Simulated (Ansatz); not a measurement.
# WSe2 (P6_3/mmc): from strained cells to moduli

```
CELL_PARAMETERS angstrom
3.27116 0.00000 0.00000
-1.63558 2.83291 0.00000
0.00000 0.00000 13.22240
ATOMIC_POSITIONS crystal
W 0.33333 0.66667 0.25000
W 0.66667 0.33333 0.75000
Se 0.33333 0.66667 0.62338
Se 0.66667 0.33333 0.12338
Se 0.33333 0.66667 0.87662
Se 0.66667 0.33333 0.37662
```

The conventional cell has a = 3.271 Å, b = 3.271 Å, c = 13.222 Å, α = 90.00°, β = 90.00°, γ = 120.00°. Around W (atom 1) lie 6 Se at 2.52 Å. Se (atom 3) is surrounded by 3 W at 2.52 Å.

Level of theory, where no other is named: PBEsol, all-electron LAPW in Ansatz 0.2.0, scalar-relativistic. k mesh 6×6×2, fixed occupations, basis error target 1 meV/atom. The cell was relaxed by PAW under this functional.

The cell is hexagonal and carries a residual pressure of 0.02 GPa at this level. Each strain component that symmetry leaves independent is applied at ±0.005, the ions relax wherever a strain frees them, and the stress (tension positive, GPa) is read. Shears are engineering strains, γ = 2ε.

| strain | size | σxx | σyy | σzz | σyz | σxz | σxy |
| --- | --- | --- | --- | --- | --- | --- | --- |
| xx | -0.005 | -1.0379 | -0.2109 | -0.0185 | 0.0000 | 0.0000 | 0.0000 |
| xx | +0.005 | 0.9341 | 0.1516 | 0.0403 | 0.0000 | 0.0000 | 0.0000 |
| zz | -0.005 | -0.0623 | -0.0623 | -0.1308 | 0.0000 | 0.0000 | 0.0000 |
| zz | +0.005 | -0.0031 | -0.0031 | 0.1348 | 0.0000 | 0.0000 | 0.0000 |
| yz | -0.005 | -0.0316 | -0.0308 | 0.0087 | -0.0654 | 0.0000 | 0.0000 |
| yz | +0.005 | -0.0316 | -0.0308 | 0.0087 | 0.0654 | 0.0000 | 0.0000 |

A central difference gives one constant, for example C11 ≈ (0.9341 − (-1.0379))/(0.01) = 197.2 GPa; the program then imposes the crystal's symmetry on the whole matrix.

Task: What are the independent elastic constants?

Result: C11 = 197.2, C12 = 36.3, C13 = 5.9, C33 = 26.6, C44 = 13.1 GPa.

Task: Is the crystal stable against homogeneous strain?

Result: The least eigenvalue of the 6×6 matrix is 13.1 GPa, so yes.

Task: What moduli does a random aggregate of grains have?

Result: Voigt and Reuss bounds: B from 23.3 to 57.5 and G from 21.4 to 46.2 GPa; their means are B = 40.4 and G = 33.8 GPa. Then E = 9BG/(3B + G) = 79.2 GPa, ν = (3B − 2G)/(6B + 2G) = 0.173 and B/G = 1.20, on the brittle side of Pugh's 1.75 (a rule of thumb, made for metals; it doesn't predict ductility here).

Task: With the density of 9.264 g/cm³, how fast does sound travel, and what Debye temperature follows?

Result: 

```tsv
direction	slow (m/s)	middle (m/s)	fast (m/s)
x	1189	2947	4614
y	1189	2947	4614
z	1189	1189	1693
```

The mean of v⁻³ over directions and branches gives v_m = 1738 m/s and θ_D = (ħ/k_B) v_m (6π²n)^(1/3) = 189 K, n being atoms per volume. Young's modulus spans 26 to 190 GPa over directions, and the universal anisotropy index is 7.27.

Task: How far do the constants move if PAW replaces LAPW in the same cell?

Result: 

```csv
constant,LAPW (GPa),PAW (GPa),difference
C11,197.2,197.2,0.0
C12,36.3,36.4,0.1
C13,5.9,6.0,0.1
C33,26.6,26.5,-0.1
C44,13.1,13.0,-0.1
```

Task: How do the constants change if the ions are clamped to the homogeneous strain?

Result: Clamped values, with the change against relaxed ions: C11 = 239.6 (+42.4), C12 = 63.2 (+27.0), C13 = 98.2 (+92.3), C33 = 271.9 (+245.4), C44 = 132.5 (+119.4) GPa.

Keep in mind: no spin-orbit coupling on heavy atoms; no dispersion correction, so the spacing and stiffness between layers or molecules are poor; the frozen-core PAW files of the compared runs were fitted under PBE, their cores solved anew for this functional.
